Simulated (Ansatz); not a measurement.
# ZnGeO$_{3}$, first-principles data

ZnGeO₃:
```
CELL_PARAMETERS angstrom
      2.48321     1.43368     4.61683
     -2.48321     1.43368     4.61683
      0.00000    -2.86736     4.61683
ATOMIC_POSITIONS crystal
  Zn 0.36751 0.36751 0.36751
  Zn 0.63249 0.63249 0.63249
  Ge 0.15637 0.15637 0.15637
  Ge 0.84363 0.84363 0.84363
  O  0.78531 0.04717 0.43870
  O  0.21469 0.95283 0.56130
  O  0.04717 0.43870 0.78531
  O  0.95283 0.56130 0.21469
  O  0.43870 0.78531 0.04717
  O  0.56130 0.21469 0.95283
```

Space group R-3 (No. 148); conventional cell a = b = 4.966 Å, c = 13.850 Å, α = β = 90.00°, γ = 120.00°.

Method: plane-wave PAW r²SCAN (Ansatz code). Structure relaxed to zero pressure with the same functional. Other levels are named where they apply.

**Cell and energy**

```json
{
 "volume_per_atom": "9.86 Å³",
 "density": "6.26 g/cm³",
 "Formation energy from the elements (no fitted shifts)": "-1.73 eV/atom"
}
```

**Electronic structure**

```json
{
 "band_gap": "3.19 eV (indirect)",
 "valence_band_maximum": "off the standard path, at k = (-0.062, 0.073, 0.250) in fractions of the reciprocal vectors",
 "conduction_band_minimum": "at Γ",
 "smallest_direct_gap_on_the_standard_path": "3.36 eV",
 "electron_effective_mass": "0.26 mₑ (isotropic)",
 "Electron effective mass with spin–orbit coupling": "0.26 mₑ (isotropic)",
 "hole_effective_mass": "1.4, 1.9, 5.5 mₑ (principal values)",
 "Hole effective mass with spin–orbit coupling": "1.4, 1.9, 5.5 mₑ (principal values)",
 "HSE06 gap on the r²SCAN cell": "4.42 eV",
 "Gap with spin–orbit coupling": "3.19 eV"
}
```

**Mechanics**

```json
{
  "Bulk modulus (Birch–Murnaghan fit)": "182 GPa",
  "Pressure derivative B′": "6.3"
}
```

**Charges**

```json
{
 "bader_charges": "Zn +1.39, Ge +2.52, O -1.30 e"
}
```

The first step of the workflow began from a Materials Project structure, measured or hypothetical; the Crystallography Open Database copy checked does not list it. Its standing as an ambient phase is unchecked. The cell was relaxed with r²SCAN under the symmetry of its start; whether a distortion lowers the energy is not shown. The references are the lowest solids computed at this level, not always the standard phases (solids in place of the gases). Scalar-relativistic: spin–orbit coupling is off unless named, which matters more the heavier the elements.

Potentials: the later of the program's two PAW sets.
